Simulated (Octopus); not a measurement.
## GaP (F-43m, No. 216): conduction levels under hydrostatic strain

GaP (F-43m, No. 216), cubic lattice constant 5.452 Å. The cell is a database entry, not relaxed again.

All numbers are Octopus results at the level LDA (grid spacing about 0.15 Å, Γ-centred 6×6×6 k-mesh, Fermi-Dirac smearing of 0.01 eV, no spin polarisation; PseudoDojo 0.4 LDA potentials), not measurements. Spin-orbit coupling is left out. The cell is scaled uniformly. Energies of the lowest empty band count from each cell's highest valence level among the special points, at Γ; they are Kohn-Sham values at fixed points of the zone, Δ being held at 0.85 of Γ–X, not searched.

```json
[
 {"a (Å)": "5.206", "ln(V/V₀)": "-0.1381", "Γ (eV)": "2.775", "Δ (eV)": "1.179", "L (eV)": "1.933"},
 {"a (Å)": "5.261", "ln(V/V₀)": "-0.1069", "Γ (eV)": "?", "Δ (eV)": "?", "L (eV)": "?"},
 {"a (Å)": "5.315", "ln(V/V₀)": "-0.0760", "Γ (eV)": "2.242", "Δ (eV)": "1.310", "L (eV)": "1.740"},
 {"a (Å)": "5.370", "ln(V/V₀)": "-0.0453", "Γ (eV)": "1.984", "Δ (eV)": "1.368", "L (eV)": "1.644"},
 {"a (Å)": "5.424", "ln(V/V₀)": "-0.0150", "Γ (eV)": "1.731", "Δ (eV)": "1.421", "L (eV)": "1.550"},
 {"a (Å)": "5.452", "ln(V/V₀)": "0.0000", "Γ (eV)": "1.607", "Δ (eV)": "1.445", "L (eV)": "1.504"},
 {"a (Å)": "5.506", "ln(V/V₀)": "0.0299", "Γ (eV)": "1.363", "Δ (eV)": "1.491", "L (eV)": "1.412"}
]
```

V₀ is the volume of the database cell.

Question: Fit each column by a quadratic in ln V through the rows shown. Give the volume deformation potentials dE/d ln V at the withheld row, and predict that row.

Answer: Fits: Γ: 1.607 −8.23 x +1.6 x²; Δ: 1.445 +1.60 x −2.3 x²; L: 1.504 −3.09 x +0.1 x², with x = ln(V/V₀). At x = -0.1069 the slopes are −8.6 eV (Γ), +2.1 eV (Δ), −3.1 eV (L). Predicted against computed: 2.506 against 2.506 eV, 1.247 against 1.247 eV, 1.836 against 1.836 eV.

The lowest of these levels changes from Δ to Γ between the rows 5.452 and 5.506.
